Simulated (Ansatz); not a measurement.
ZrIr2 (cubic Laves (MgCu2 type), space group No. 227) under volume change, DFT-LDA in the program Ansatz with PAW potentials, scaled uniformly.

```json
[
 {"V (Å³/atom)": "14.775", "E − E(relaxed) (meV/atom)": "138.6", "P (GPa)": "33.15"},
 {"V (Å³/atom)": "15.262", "E − E(relaxed) (meV/atom)": "58.0", "P (GPa)": "20.21"},
 {"V (Å³/atom)": "15.750", "E − E(relaxed) (meV/atom)": "13.7", "P (GPa)": "9.26"},
 {"V (Å³/atom)": "16.237", "E − E(relaxed) (meV/atom)": "0.0", "P (GPa)": "0.00"},
 {"V (Å³/atom)": "16.724", "E − E(relaxed) (meV/atom)": "12.2", "P (GPa)": "-7.82"},
 {"V (Å³/atom)": "17.211", "E − E(relaxed) (meV/atom)": "46.3", "P (GPa)": "-14.43"},
 {"V (Å³/atom)": "17.698", "E − E(relaxed) (meV/atom)": "98.9", "P (GPa)": "-19.99"}
]
```

Q: What does a third-order Birch–Murnaghan fit give for V₀, B₀ and B′?

A: V₀ = 16.24 Å³/atom, B₀ = 283 GPa, B′ = 4.6.

Space group Fd-3m (cubic Laves (MgCu2 type)). The workflow started from an entry of the Crystallography Open Database (COD). Its standing as an ambient phase is unchecked. The LDA relaxation kept the symmetry of its start. At this level the phase is dynamically unstable (imaginary phonons). No spin polarisation was allowed. Spin–orbit coupling is left out wherever it is not named.

Potentials: the later of the program's two PAW sets.
